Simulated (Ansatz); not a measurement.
ZnIn2O4:
```
ZnIn2O4
1.0
    0.00000     4.46374     4.46374
    4.46374     0.00000     4.46374
    4.46374     4.46374     0.00000
In Zn O
4 2 8
Direct
  0.62500   0.62500   0.62500
  0.12500   0.62500   0.62500
  0.62500   0.12500   0.62500
  0.62500   0.62500   0.12500
  0.25000   0.25000   0.25000
  0.00000   0.00000   0.00000
  0.86901   0.86901   0.86901
  0.39297   0.86901   0.86901
  0.86901   0.39297   0.86901
  0.86901   0.86901   0.39297
  0.38099   0.38099   0.38099
  0.85703   0.38099   0.38099
  0.38099   0.85703   0.38099
  0.38099   0.38099   0.85703
```

Relaxed with r²SCAN. Special points in fractions of this cell's reciprocal vectors: Γ (0.000, 0.000, 0.000); X (0.500, 0.000, 0.500); U (0.625, 0.250, 0.625); K (0.375, 0.375, 0.750); L (0.500, 0.500, 0.500); W (0.500, 0.250, 0.750).

### Question
List the band energies nearest the valence-band maximum at these points for the program Ansatz at the r²SCAN level (PAW).

### Answer
In eV from the valence-band maximum; about four levels below and three above (degenerate sets whole), none deeper than 8.9 eV; points with the same levels are listed once.

| k | below | above |
|---|---|---|
| Γ | -0.15 -0.15 -0.15 -0.01 -0.01 | 1.92 5.56 6.30 6.30 6.30 |
| X | -0.32 -0.32 -0.12 -0.12 | 5.50 5.50 7.26 7.26 |
| U | -0.63 -0.53 -0.28 -0.03 | 5.59 5.71 6.11 |
| L | -0.40 -0.40 0.00 0.00 | 4.62 4.96 7.32 7.32 |
| W | -0.73 -0.73 -0.17 -0.17 | 5.83 5.83 6.33 6.33 |

Space group Fd-3m (spinel). The cell is a constructed one: a structure type filled with these elements; the Crystallography Open Database copy checked does not list it. Whether it is the stable phase at ambient conditions was not checked. The r²SCAN relaxation kept the symmetry of its start; its stability against distortions is not shown here. Scalar-relativistic: spin–orbit coupling is off unless named, which matters more the heavier the elements.

Potentials: the earlier of the program's two PAW sets. The files were generated under PBE; for other functionals the program regenerates the frozen cores, and for LDA and PBEsol the local potential too.
